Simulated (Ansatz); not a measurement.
A distorted cell of VO2 (rutile):

```xyz
6
Lattice="4.4603 0.0000 0.0000 0.0000 4.4603 0.0000 0.0000 0.0000 2.7556" Properties=species:S:1:pos:R:3 pbc="T T T"
V      0.0000     0.0000     0.0000
V      2.2302     2.2302     1.3778
O      1.3247     1.3247     0.0000
O      3.5549     0.9054     1.3778
O      0.9054     3.5549     1.3778
O      3.1356     3.1356     0.0000
```

Computed with PBEsol (plane waves to 420 eV, PAW, scalar-relativistic; Ansatz, a first-principles code). k mesh 10×10×17 (Γ-centred), Fermi-Dirac smearing 0.05 eV. Energies are smeared free energies. Compression counts positive. Relaxed VO2 ends ferromagnetic. The PAW data are Ansatz's earlier set. This is a high-temperature form of VO2. VO2 is run spin-polarised and with no Hubbard U. VO2 was relaxed with its symmetry unable to fall. Other magnetic orders were not checked, so this need not be the ground state.

**Question.** Give the stress tensor in GPa and the pressure.

**Answer.** 
```
   14.4      0.0      0.0
    0.0     14.4      0.0
    0.0      0.0     14.2
```
The pressure, a third of the trace, is 14.3 GPa.

**Question.** It is the relaxed cell scaled evenly to V/V₀ = 0.950, atoms relaxed where free. What is its energy relative to the relaxed cell?

**Answer.** 21 meV/atom.

(A scan under strain: stresses follow from slopes of the energy per volume, elastic moduli from its curvatures.)
